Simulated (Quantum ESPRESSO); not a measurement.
```
CELL_PARAMETERS angstrom
      4.40144     0.00000     0.00000
      0.00000     4.40144     0.00000
      0.00000     0.00000     4.40144
ATOMIC_POSITIONS crystal
  N  0.74416 0.74416 0.25584
  N  0.74416 0.25584 0.74416
  N  0.25584 0.25584 0.25584
  N  0.25584 0.74416 0.74416
  Al 0.50000 0.50000 0.00000
  Al 0.00000 0.50000 0.50000
  Al 0.50000 0.00000 0.50000
  Ga 0.00000 0.00000 0.00000
```

The geometry is that of Materials Project entry mp-1019378, symmetrised and not relaxed again.

Question: What does PBEsol (pw.x of Quantum ESPRESSO, ONCV potentials, without SOC) give for the electronic structure near the Fermi level?

Answer: The PBEsol gap is 3.33 eV and nearly direct: the edges lie at 83 % of the way from M to Γ and Γ, the smallest direct gap within 0.02 eV of it. Another valence extremum on the path lies within 0.02 eV, too close to call. Spin-orbit splittings are left out.

The structure is a Materials Project entry; no match was found in the copy of COD used, and its stability was not checked.
